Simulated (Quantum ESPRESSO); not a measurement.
## Different elements on one site among Li Mo Nb

Calculated results; nothing here was measured. They come from Quantum ESPRESSO 7.5, a public plane-wave density functional program. Each row is one single-point run on a made-up periodic cell of eight metal atoms, with elements, volume, strain and displacements drawn at random and not relaxed, so a cell may be unstable or far from any real phase. There is no spin polarisation or spin-orbit coupling.

Settings: PBE unless stated; PseudoDojo standard norm-conserving files; Fermi-Dirac width 0.25 eV, which means electrons at about 2900 K; cutoff 1197 eV; 5 x 6 x 4 k mesh shifted half a step off Gamma. E is the free energy of the whole cell (internal energy minus TS), so a -TS column is already part of it. Stress is positive in tension, and the pressure P is minus a third of its trace.

Checks: one run of this series was repeated at a higher cutoff and on a denser mesh, which moved values by no more than 0.002 eV, 0.03 GPa and 0.003 eV/Å, and a second program with other atomic files agreed on it to 2 % rms in force and 0.5 GPa in pressure. Known limits: the tin pseudopotential is less sure than most, with forces differing by about three percent from a second method on plain tin; a spin test at this wide smearing found no moment, but such smearing suppresses magnetism that the real alloy may have.

The lattice is face-centred cubic, and the cell vectors in Å are (2.038, 4.091, 2.094); (1.966, -4.029, 2.042); (2.044, -0.020, -6.246), a volume of 135.85 Å³. The elements on sites 1 to 8 are Li Mo Li Nb Mo Nb Li X. The runs change X and keep the cell and the displaced positions. The column v is a rough volume for each atom of the pure element, close to PBE values, from general knowledge and not from these runs. Energies are left out, as each element's file has its own zero.

```
run   X  v (Å³)  -TS (eV)  force on X (eV/Å)  rms force (eV/Å)  P (GPa)
  1  Ru    13.8    -1.595              0.438             0.273   -11.29
  2  Sn    27.9    -1.354              0.816             0.348    -2.92
  3  Li    20.3         ?                  ?                 ?        ?
  4  Rh    14.1    -1.564              0.194             0.217   -10.65
  5  Mg    22.9    -1.407              0.727             0.362    -4.01
```

## Worked fit

A straight line through the runs shown gives P = -19.4 + 0.618 v GPa with v in Å³, an error of 0.089 on the slope and a scatter of 1.07 GPa. At this fixed volume the pressure tends to rise with the size of X.

## Withheld run

Question: what pressure should run 3, with Li, give?

The fit gives -6.85 ± 1.20 GPa. The calculation gave -6.65 GPa.
